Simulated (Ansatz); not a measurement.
Input file for Ansatz (a program for electronic structure):

Ansatz 0.2 input:
```yaml
crystal:
  lattice:
    - [4.1976304141, 0.0, 0.0]
    - [0.0, 4.1976304141, 0.0]
    - [0.0, 0.0, 4.1976304141]
  atoms:
    - { symbol: In, position: [0.0, 0.0, 0.0] }
    - { symbol: Pt, position: [0.0, 0.5, 0.5] }
    - { symbol: Pt, position: [0.5, 0.0, 0.5] }
    - { symbol: Pt, position: [0.5, 0.5, 0.0] }
    - { symbol: C, position: [0.5, 0.5, 0.5] }
kpoints:
  mp_grid: { grid: [10, 10, 10] }
hamiltonian:
  xc: pbesol
  pseudopotentials: { kind: paw }
scf:
  occupations: { method: fermi_dirac, width: 0.1 }
phonons:
  method: dfpt
  response_accuracy: low
  eigenvectors: true
  rigid_motions: translations
```

Output (shortened):

```
Pseudopotential: In, paw, valence charge 13
Pseudopotential: Pt, paw, valence charge 18
Pseudopotential: C, paw, valence charge 4
Functional definition: PBEsol
Crystal: 5 atoms, lattice volume = 73.963 Å³
Basis set: ecut = 420 eV, 1419 PW (Γ), exchange–correlation on 60×60×60 points (8 copies of the dense FFT grid, shifted against one another)
Bands: 43, of which v1, the nominal top of the filled ones, is band 36 counted from 1 (35 counted from 0)
Symmetry: 48 space group operations
k-points: 216 of 1000 (irreducible under 8 space group operations)
SCF iter   1: F=—  HF=-42922.448039 eV  |F-HF|=—  |Δ(HF+E_count)|=         —  Δρ=6.32e-3  dr2=2.36e-2  ethr=1.77e-3  ⟨swp⟩=6.4  Hψ=34179  notcnv=0  defer=19
preconditioner: auto → Kerker (q_TF=auto, 2.710 Å⁻¹)
SCF iter   2: F=—  HF=-42922.442338 eV  |F-HF|=—  |Δ(HF+E_count)|=   5.70e-3  Δρ=3.64e-3  dr2=8.01e-3  ethr=3.33e-5  ⟨swp⟩=2.0  Hψ=13018  notcnv=0  defer=19
SCF iter   3: F=—  HF=-42922.440118 eV  |F-HF|=—  |Δ(HF+E_count)|=   2.22e-3  Δρ=8.71e-4  dr2=7.09e-4  ethr=1.13e-5  ⟨swp⟩=2.0  Hψ=11953  notcnv=0  defer=19
SCF iter   4: F=—  HF=-42922.439893 eV  |F-HF|=—  |Δ(HF+E_count)|=   2.26e-4  Δρ=2.20e-4  dr2=5.01e-5  ethr=9.99e-7  ⟨swp⟩=2.1  Hψ=11844  notcnv=0  defer=19
SCF iter   5: F=—  HF=-42922.439884 eV  |F-HF|=—  |Δ(HF+E_count)|=   8.67e-6  Δρ=3.25e-5  dr2=5.06e-7  ethr=7.06e-8  ⟨swp⟩=2.0  Hψ=13122  notcnv=0  defer=19
SCF iter   6: F=—  HF=-42922.439882 eV  |F-HF|=—  |Δ(HF+E_count)|=   2.20e-6  Δρ=6.51e-6  dr2=2.79e-8  ethr=7.12e-10  ⟨swp⟩=2.4  Hψ=15703  notcnv=0  defer=19
SCF iter   7: F=—  HF=-42922.439882 eV  |F-HF|=—  |Δ(HF+E_count)|=   1.50e-9  Δρ=1.49e-6  dr2=1.17e-9  ethr=3.93e-11  ⟨swp⟩=2.7  Hψ=15640  notcnv=0  defer=19
SCF iter   8: F=—  HF=-42922.439882 eV  |F-HF|=—  |Δ(HF+E_count)|=  2.91e-11  Δρ=2.77e-7  dr2=4.04e-11  ethr=1.65e-12  ⟨swp⟩=1.4  Hψ=10303  notcnv=0  defer=19
SCF iter   9: F=-42922.439882 eV  HF=-42922.439882 eV  |F-HF|=0.00e0  |Δ(HF+E_count)|=  2.18e-11  Δρ=4.67e-8  dr2=8.19e-13  ethr=1.00e-12  ⟨swp⟩=8.0  Hψ=40200  notcnv=0
the search or the solves at the SCF's close seem to have found levels that the self-consistency loop had missed (the run counts 1) …
SCF 1 converged in 9 iterations: F = -42922.439882 eV  dr2 = 8.19e-13
DFPT response loops at Γ: preconditioner auto → Kerker (q_TF=auto, 2.710 Å⁻¹) (partly filled bands, converged f_vac=0.000) …
SCF converged after 9 iterations
Free energy (F): -42922.439882 eV
Harris-Foulkes:  -42922.439882 eV  (|F-HF|=0.00e0)
Internal energy: -42922.362207 eV  (E = F + TS)
E sigma→0 (E₀):  -42922.401045 eV
Entropy (-TS):   -0.077674 eV (-15.535 meV/atom)
Fermi energy:    19.414699 eV
--- Per-component energies (eV) ---
  E_band       = -493.891757
  E_kinetic    = 2250.766554
  E_local      = -6137.797888  (includes V_loc(G=0)·N_el)
  E_nonlocal   = 1007.599980
  E_hartree    = 2319.250089
  E_xc         = -1041.651317
  E_vxc        = -1065.973226  (∫ρ·V_xc dr)
  E_paw        = -32131.753352  (= ΣΔE_a)
  E_vpaw       = -1186.987899  (= ΣTr[D̂ρ^β])
  E_aug_tail   = 0.000531  (compensation charges beyond the density's cutoff)
  E_ewald      = -9189.894751
  E_core_change = 1.117947  (= ΣΔE_core)
  E_smearing   = -0.077674  (= −TS)
  E_closure    = 0.000000  (closes the sum)
  Σ components = -42922.439882   (vs F -42922.439882, Δ=0.00e0)
  [band-id]    e_kinetic+e_local+e_nonlocal+2·e_hartree+e_vxc+e_vpaw+e_augmentation_tail = -493.891771   (vs E_band -493.891757, Δ=-1.32e-5)
--- Band table (eV; the first three rows and the last of 216) ---
  k-point 0: bands = ["-79.3832", "-79.3706", "-79.3706", "-33.9442", "-33.9442", "-33.9442", "-33.4541", "-33.4541", "-33.4541", "-33.4458", "-33.4458", "-33.4458", "4.3014", "4.3014", "4.3273", "4.3273", "4.3273", "4.4007", "9.8844", "13.6374", "13.6374", …
  k-point 1: bands = ["-79.3829", "-79.3709", "-79.3706", "-33.9436", "-33.9436", "-33.9431", "-33.4556", "-33.4543", "-33.4543", "-33.4464", "-33.4464", "-33.4460", "4.3045", "4.3088", "4.3280", "4.3296", "4.3296", "4.4743", "9.9642", "13.6323", "13.6323", …
  k-point 2: bands = ["-79.3821", "-79.3716", "-79.3706", "-33.9420", "-33.9420", "-33.9400", "-33.4593", "-33.4547", "-33.4547", "-33.4476", "-33.4476", "-33.4462", "4.3126", "4.3283", "4.3301", "4.3359", "4.3359", "4.6808", "10.1884", "13.3302", "13.6227", …
  k-point 215: bands = ["-79.3748", "-79.3748", "-79.3748", "-34.0791", "-33.8569", "-33.8569", "-33.5224", "-33.5224", "-33.5224", "-33.3926", "-33.3926", "-33.3926", "4.2841", "4.2841", "4.2841", "4.4132", "4.4132", "7.7810", "10.3051", "10.3051", …
--- Phonons (Γ-DFPT): 4 representative perturbations + reference, on 216 of 1000 k-points (Σ response iterations 12) ---
  ASR residual: 1.732e-4 → 0.000e0 eV/Å²; symmetrization residual: 3.487e-5 eV/Å²
  ASR residual per site (eV/Å²): 1.04e-5 1.73e-4 1.73e-4 1.73e-4 7.36e-5
  Γ frequencies (cm⁻¹): -65.99 -65.99 -65.99 -20.64 -20.64 -20.64 0.00 0.00 0.00 95.46 95.46 95.46 374.63 374.63 374.63
  non-analytic LO–TO correction: not included (Born effective charges unavailable; polar crystals: no LO–TO splitting at Γ)
```

Cost: very roughly 7 core-minutes on shared cores.

Space group Pm-3m (anti-perovskite). The start of the workflow was typed in or built on a structure type; neither database checked (COD, Materials Project) lists it. Its standing as an ambient phase is unchecked. Symmetry was held in the PBEsol relaxation. At this level the phase is dynamically unstable (imaginary phonons). The run is not spin-polarised. Its formation energy is positive at this level, so the cell may be metastable or incomplete. As this level gives no gap, phonon frequencies hold no LO–TO term and depend on the k-mesh and smearing (Fermi–Dirac, 0.1 eV here). Scalar-relativistic: spin–orbit coupling is off unless named, which matters more the heavier the elements.

Potentials: the later of the program's two PAW sets.

Ansatz is a plane-wave DFT program.
